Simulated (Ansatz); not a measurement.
Values for one crystal, relaxed and computed with PBEsol in the plane-wave PAW code Ansatz; other levels are named.

Volume per atom: 16.96 Å³
Electronic character: metallic (no gap)
Pressure derivative B′: 5.7
Mechanical stability: stable (all eigenvalues of C positive)
Elastic constants (relaxed ions, GPa): C11 = 192, C12 = 110, C13 = 134, C33 = 172, C44 = 62.3, C66 = 36.0
Highest zone-centre frequency: 167 cm⁻¹
Bulk modulus (Birch–Murnaghan fit): 146 GPa

Problem. Which compound is it?
A. HgPd, L1₀ or tetragonal B2
B. VRu, CsCl type
C. VPt, L1₀ or tetragonal B2
D. ZnAu, CsCl type

Solution. A, HgPd, L1₀ or tetragonal B2

Space group P4/mmm (L1₀ or tetragonal B2). The workflow started from an entry of the Crystallography Open Database (COD). Its standing as an ambient phase is unchecked. The PBEsol relaxation kept the symmetry of its start; of distortions, only those at the zone centre were tested. No spin polarisation was allowed. As this level gives no gap, shear constants depend on the k-mesh and smearing (Fermi–Dirac, 0.1 eV here). As this level gives no gap, phonon frequencies hold no LO–TO term and depend on the k-mesh and smearing (Fermi–Dirac, 0.1 eV here). Scalar-relativistic: spin–orbit coupling is off unless named, which matters more the heavier the elements.

Potentials: the later of the program's two PAW sets.
